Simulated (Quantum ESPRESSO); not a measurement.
# Si3O4F: input and log of a self-consistent run

Simulated, not a measurement. The program is pw.x of Quantum ESPRESSO 7.5 (plane-wave density functional theory). The cell is made up: 8 atoms on a quartz lattice with one site empty, with randomly drawn elements, strain and displacements, not relaxed. PseudoDojo standard norm-conserving files (v0.5 for PBE, v0.4.1 for LDA and PBEsol) set the functional; there is no spin polarisation, spin-orbit coupling or dispersion term, and the masses in the input are unused placeholders. A spin-polarised start on this cell or one of its family kept no moment.

Input:

```
&control calculation='scf', pseudo_dir='./dojo.nc.sr.pbe.v0_5.standard.upf', outdir='./o', disk_io='low', tprnfor=.true., tstress=.true. /
&system ibrav=0, nat=8, ntyp=3, nbnd=32, ecutwfc=84.00895049, nosym=.true., tot_charge=0,
 occupations='smearing', smearing='fd', degauss=0.0073498644
/
&electrons conv_thr=7.350e-09, electron_maxstep=60, /
ATOMIC_SPECIES
F 1.0 F.upf
O 1.0 O.upf
Si 1.0 Si.upf
CELL_PARAMETERS angstrom
5.1562 -0.0536 0.0252
-2.6245 4.4374 -0.062
0.0277 -0.0626 5.6704
ATOMIC_POSITIONS angstrom
Si 2.432 -0.0696 3.8483
Si -1.3023 1.9381 1.7921
Si 1.3431 2.2881 -0.1432
O 1.4177 1.1227 4.4594
O 3.3906 0.647 2.5829
O 2.908 2.4421 0.6142
O 0.212 1.7636 1.2578
F 0.7518 3.7753 5.0478
K_POINTS automatic
7 7 6 1 1 1
```

The log is shortened where brackets say so; the opening notice, blank lines, dates and the lines on written files are dropped, and the path of the files is cut. It prints rydbergs, bohrs and kilobars, and counts compression as positive stress.

```
     Program PWSCF v.7.5
     Parallel version (MPI & OpenMP), running on       4 processor cores
     Number of MPI processes:                 4
     Threads/MPI process:                     1
     [start-up lines left out]
     bravais-lattice index     =            0
     lattice parameter (alat)  =       9.7444  a.u.
     unit-cell volume          =     870.0148 (a.u.)^3
     number of atoms/cell      =            8
     number of atomic types    =            3
     number of electrons       =        43.00
     number of Kohn-Sham states=           32
     kinetic-energy cutoff     =      84.0090  Ry
     charge density cutoff     =     336.0358  Ry
     scf convergence threshold =      7.3E-09
     mixing beta               =       0.7000
     number of iterations used =            8  plain     mixing
     Exchange-correlation= PBE
                           (   1   4   3   4   0   0   0)
     [axes and pseudopotential details left out]
   Cartesian axes
     site n.     atom                  positions (alat units)
         1        Si     tau(   1) = (   0.4716341  -0.0134974   0.7462950  )
         2        Si     tau(   2) = (  -0.2525531   0.3758528   0.3475392  )
         3        Si     tau(   3) = (   0.2604653   0.4437278  -0.0277706  )
         4        O      tau(   4) = (   0.2749324   0.2177235   0.8648047  )
         5        O      tau(   5) = (   0.6575339   0.1254717   0.5008979  )
         6        O      tau(   6) = (   0.5639440   0.4735927   0.1191109  )
         7        O      tau(   7) = (   0.0411128   0.3420123   0.2439232  )
         8        F      tau(   8) = (   0.1457954   0.7321382   0.9789122  )
     number of k points=   147  Fermi-Dirac smearing, width (Ry)=  0.0073
     Number of k-points >= 100: set verbosity='high' to print them.
     Dense  grid:    90521 G-vectors     FFT dimensions: (  60,  60,  64)
     Estimated max dynamical RAM per process >     316.19 MB
     Estimated total dynamical RAM >       1.17 GB
     Initial potential from superposition of free atoms
     starting charge      42.9981, renormalised to      43.0000
     Starting wfcs are   32 randomized atomic wfcs
     total cpu time spent up to now is        7.8 secs
     per-process dynamical memory:   279.2 Mb
     Self-consistent Calculation
     iteration #  1     ecut=    84.01 Ry     beta= 0.70
     Davidson diagonalization with overlap
     ethr =  1.00E-02,  avg # of iterations =  4.3
     total cpu time spent up to now is       34.4 secs
     total energy              =    -206.33091313 Ry
     estimated scf accuracy    <       1.97427925 Ry
     iteration #  2     ecut=    84.01 Ry     beta= 0.70
     Davidson diagonalization with overlap
     ethr =  4.59E-03,  avg # of iterations =  2.1
     total cpu time spent up to now is       58.8 secs
     total energy              =    -206.69522033 Ry
     estimated scf accuracy    <       2.45506947 Ry
     iteration #  3     ecut=    84.01 Ry     beta= 0.70
     Davidson diagonalization with overlap
     ethr =  4.59E-03,  avg # of iterations =  2.0
     total cpu time spent up to now is       77.9 secs
     total energy              =    -207.19381417 Ry
     estimated scf accuracy    <       0.10300183 Ry
     iteration #  4     ecut=    84.01 Ry     beta= 0.70
     Davidson diagonalization with overlap
     ethr =  2.40E-04,  avg # of iterations =  2.6
     total cpu time spent up to now is       97.8 secs
     total energy              =    -207.21544779 Ry
     estimated scf accuracy    <       0.01098083 Ry
     iteration #  5     ecut=    84.01 Ry     beta= 0.70
     Davidson diagonalization with overlap
     ethr =  2.55E-05,  avg # of iterations =  6.5
     total cpu time spent up to now is      122.1 secs
     total energy              =    -207.21703140 Ry
     estimated scf accuracy    <       0.00228193 Ry
     iteration #  6     ecut=    84.01 Ry     beta= 0.70
     Davidson diagonalization with overlap
     ethr =  5.31E-06,  avg # of iterations =  2.9
     total cpu time spent up to now is      140.2 secs
     total energy              =    -207.21748773 Ry
     estimated scf accuracy    <       0.00025743 Ry
     iteration #  7     ecut=    84.01 Ry     beta= 0.70
     Davidson diagonalization with overlap
     ethr =  5.99E-07,  avg # of iterations =  2.0
     total cpu time spent up to now is      158.6 secs
     total energy              =    -207.21753469 Ry
     estimated scf accuracy    <       0.00003548 Ry
     iteration #  8     ecut=    84.01 Ry     beta= 0.70
     Davidson diagonalization with overlap
     ethr =  8.25E-08,  avg # of iterations =  2.0
     total cpu time spent up to now is      175.1 secs
     total energy              =    -207.21754306 Ry
     estimated scf accuracy    <       0.00000283 Ry
     iteration #  9     ecut=    84.01 Ry     beta= 0.70
     Davidson diagonalization with overlap
     ethr =  6.59E-09,  avg # of iterations =  2.2
     total cpu time spent up to now is      194.2 secs
     total energy              =    -207.21754370 Ry
     estimated scf accuracy    <       0.00000016 Ry
     iteration # 10     ecut=    84.01 Ry     beta= 0.70
     Davidson diagonalization with overlap
     ethr =  3.64E-10,  avg # of iterations =  3.4
     total cpu time spent up to now is      213.4 secs
     total energy              =    -207.21754373 Ry
     estimated scf accuracy    <       0.00000003 Ry
     iteration # 11     ecut=    84.01 Ry     beta= 0.70
     Davidson diagonalization with overlap
     ethr =  7.82E-11,  avg # of iterations =  2.0
     total cpu time spent up to now is      229.9 secs
     End of self-consistent calculation
     Number of k-points >= 100: set verbosity='high' to print the bands.
     the Fermi energy is     5.6772 ev
!    total energy              =    -207.21754374 Ry
     estimated scf accuracy    <          5.8E-09 Ry
     smearing contrib. (-TS)   =      -0.00497500 Ry
     internal energy E=F+TS    =    -207.21256874 Ry
     The total energy is F=E-TS. E is the sum of the following terms:
     one-electron contribution =    -125.34641857 Ry
     hartree contribution      =      83.02059931 Ry
     xc contribution           =     -54.18436713 Ry
     ewald contribution        =    -110.70238236 Ry
     convergence has been achieved in  11 iterations
     Forces acting on atoms (cartesian axes, Ry/au):
     atom    1 type  3   force =    -0.10830756   -0.03064598   -0.20478867
     atom    2 type  3   force =     0.07073878    0.18151410   -0.00752755
     atom    3 type  3   force =     0.02329309   -0.01404024    0.26205945
     atom    4 type  2   force =     0.00858755   -0.06003894   -0.08010998
     atom    5 type  2   force =    -0.06867093   -0.14205020    0.12984790
     atom    6 type  2   force =    -0.10319827    0.00880190   -0.06832564
     atom    7 type  2   force =     0.10384164    0.02634457   -0.11483776
     atom    8 type  1   force =     0.07371570    0.03011478    0.08368225
     Total force =     0.516997     Total SCF correction =     0.000094
     Computing stress (Cartesian axis) and pressure
          total   stress  (Ry/bohr**3)                   (kbar)     P=       47.57
  -0.00007624  -0.00025141   0.00031273          -11.22      -36.98       46.00
  -0.00025141   0.00078754  -0.00005528          -36.98      115.85       -8.13
   0.00031273  -0.00005528   0.00025880           46.00       -8.13       38.07
     init_run     :      6.85s CPU      7.27s WALL (       1 calls)
     electrons    :    220.99s CPU    222.13s WALL (       1 calls)
     forces       :      2.83s CPU      2.88s WALL (       1 calls)
     stress       :     10.99s CPU     11.09s WALL (       1 calls)
     [timing details left out]
     PWSCF        :   4m 2.28s CPU   4m 4.17s WALL
     JOB DONE.
```

In other units: free energy -2819.338 eV for the cell, pressure 4.76 GPa, largest force component 6.738 eV/Å. A rerun of a related cell, with the same atoms placed differently, at 1437 eV and a 9 x 9 x 8 mesh moved values by no more than 0.002 eV in energy, 0.02 GPa in stress and 0.002 eV/Å in force.